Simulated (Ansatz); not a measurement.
Y3LuO2: rattling a relaxed structure

It was reached by relaxing an invented guess, and it needn't be the stable form of this composition.

All numbers below come from Ansatz, DFT PBE, scalar-relativistic, plane waves, PAW. Plane waves to 420 eV, a k mesh through Γ of 6×6×6 on the computed 6-atom cell and Gaussian smearing (0.10 eV); no spin polarisation.

The cell below (6 atoms, space group R-3m (No. 166)) is relaxed within its symmetry.

```cif
data_structure
_symmetry_space_group_name_H-M 'P 1'
_symmetry_Int_Tables_number 1
_cell_length_a 5.1938
_cell_length_b 5.1938
_cell_length_c 5.1938
_cell_angle_alpha 90.049
_cell_angle_beta 90.049
_cell_angle_gamma 90.049
_cell_volume 140.11
loop_
_atom_site_label
_atom_site_type_symbol
_atom_site_fract_x
_atom_site_fract_y
_atom_site_fract_z
_atom_site_occupancy
Y1 Y 0.50000 0.50000 0.00000 1
Y2 Y 0.00000 0.50000 0.50000 1
Y3 Y 0.50000 0.00000 0.50000 1
Lu1 Lu 0.00000 0.00000 0.00000 1
O1 O 0.75493 0.75493 0.75493 1
O2 O 0.24507 0.24507 0.24507 1
```

For the test a repeat of it with 12 atoms (edges 5.19, 5.19, 10.39 Å) was strained at random (σ = 1.5 % a component), the atoms were moved at random (σ = 0.15 Å), and all was relaxed again on a coarse 4×4×2 mesh (in the run’s order of axes) with 0.20 eV smearing, with no symmetry imposed.

Question: Does it come back?

Answer: It returns, within 1 meV/atom of the unmoved cell on that mesh and with the same symmetry when read at 0.1 Å. No instability shows in this cell; modes of other wave vectors, which need another repeat, aren't tested.
